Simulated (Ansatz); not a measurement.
# Calculated ¹⁷O NMR of the central transition for Na₄NbAlSi₃O₁₂

Cell: a computed structure from the Materials Project (it need not be an observed phase), atoms as given.

Space group R3c:H (No. 161); a = 9.0188, c = 21.9558 Å, γ = 120.00°.

```csv
site,Wyckoff,site symmetry,x,y,z
Na1,18b,1,0.3019,0.3431,0.5803
Na7,6a,3.,0.0000,0.0000,0.4944
Al,6a,3.,0.0000,0.0000,0.3533
Nb,6a,3.,0.0000,0.0000,0.6457
Si,18b,1,0.9596,0.3408,0.5863
O19,18b,1,0.1987,0.0339,0.3112
O25,18b,1,0.8001,0.9678,0.6918
O31,18b,1,0.0247,0.8406,0.4116
O37,18b,1,0.9745,0.1637,0.5877
```

One atom of each set is listed; the run and its k-mesh use a cell of 42 atoms with edges of 8.98, 8.98, 8.98 Å.

Computed with Ansatz: DFT, r2SCAN, plane waves and PAW, scalar-relativistic, 500 eV cutoff, Γ-centred 3×3×3 k-points, Fermi–Dirac smearing 0.02 eV.

¹⁷O has I = 5/2 and Q = -25.58 mb (Pyykkö 2018); at 16.4 T its Larmor frequency is ν₀ = 94.7 MHz. Only the quadrupole interaction is simulated: positions count from each site's isotropic chemical shift, and J coupling is left out, as are shift anisotropy and dipolar coupling, which fast spinning averages.

Task: What does the ¹⁷O spectrum (fast magic-angle spinning) show for each site?

Result: 

```tsv
site	first shell	C_Q (MHz)	η	P_Q (MHz)	δ_QIS (ppm)	breadth (kHz)
O19	1 Si at 1.62 Å, 1 Al at 1.90 Å, angle 152°; also 2 Na at 2.52–2.95 Å	-4.27	0.14	4.28	-12.3	2.59
O25	1 Si at 1.67 Å, 1 Nb at 1.96 Å, angle 151°; also 3 Na at 2.75–3.33 Å	-3.18	0.17	3.19	-6.81	1.45
O31	1 Si at 1.63 Å, 1 Al at 2.02 Å, angle 147°; also 3 Na at 2.37–2.48 Å	-4.17	0.30	4.23	-12.0	2.61
O37	1 Si at 1.67 Å, 1 Nb at 2.05 Å, angle 142°; also 3 Na at 2.52–2.60 Å	-3.51	0.07	3.51	-8.25	1.71
```

δ_QIS = −(ν_Q²/30ν₀²)[I(I+1) − 3/4](1 + η²/3) × 10⁶ ppm with ν_Q = 3|C_Q|/[2I(2I−1)]; it falls as 1/B₀² in ppm, and the breadth as 1/B₀ in kHz.

At O25, O31 and O37 V_zz points along the shorter of its two bonds, to Si (within 8°) in each case. At O19 V_zz runs parallel to the line that joins its two neighbours (within 5°).

At this cell the r2SCAN pressure is -7 GPa, so with r2SCAN the cell would shrink if it were relaxed. The entry's cell may itself be off. The largest force is 0.5 eV/Å, so the atoms aren't at the calculated equilibrium and relaxing them would move these values. Without spin–orbit coupling (the program notes it for Nb) the gradients are little affected as a rule: paired runs on crystals with a gap mostly move them by under 2 % at such atoms.
